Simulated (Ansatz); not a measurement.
Trial structure of ScPtC2N2, not yet relaxed:

```yaml
crystal:
  lattice:
    - [3.48395, 0.00000, 0.00000]
    - [-1.40550, 3.35005, 0.00000]
    - [-0.08092, -1.46296, 8.96165]
  atoms:
    - { symbol: Sc, position: [0.00000, 0.00000, 0.00000] }
    - { symbol: Pt, position: [0.50000, 0.50000, 0.50000] }
    - { symbol: C, position: [0.80556, 0.80556, 0.19444] }
    - { symbol: C, position: [0.19444, 0.19444, 0.80556] }
    - { symbol: N, position: [0.69305, 0.69305, 0.30695] }
    - { symbol: N, position: [0.30695, 0.30695, 0.69305] }
```

Theory: DFT PBE, scalar-relativistic, plane waves, PAW (Ansatz 0.2.0). Plane waves to 420 eV, a k mesh through Γ of 6×6×2 on the computed 6-atom cell and Gaussian smearing (0.10 eV); no spin polarisation.

Formation energies are uncorrected and refer to the elements' standard structures at the same level (N₂ as a molecule).

Problem. How far from equilibrium is it?

Solution. The pressure is 2.2 GPa (the mean over three directions, positive in compression), the largest force is 3.45 eV/Å, and the energy is +0.63 eV/atom against the elements. The shortest distance is 1.17 Å.

Problem. Is it a good guess?

Solution. A rough one: relaxing gains about 0.51 eV/atom (the start's value is from the coarse mesh, so the gain is rough) in 21 ionic steps and ends at +0.12 eV/atom on the finer mesh. The symmetry goes from P-1 (No. 2) to R-3m (No. 166). The volume per atom shrinks by 22.3 %, from 17.4 to 13.6 Å³. The shortest distance goes from 1.17 Å (C–N) to 1.20 Å (C–N). Conventional cell: a = 3.213 Å, c = 27.294 Å. Around Sc lie 6 C at 2.36 Å; Pt is surrounded by 2 N at 1.89 Å; C has 1 N at 1.20 Å and 3 Sc at 2.36 Å; around N lie 1 C at 1.20 Å and 1 Pt at 1.89 Å.

The last run used a 14×14×4 mesh (in the run's order of axes) for its 6-atom cell and Gaussian smearing of 0.10 eV. These runs have no spin–orbit coupling, which can matter for Pt. The reference form of C is held partly by dispersion forces, which this level lacks. The relaxation can't lower the symmetry of the start, and the grade says only how near the guess is to its own end. Symmetry constrained the relaxation, so the result can be a saddle point.
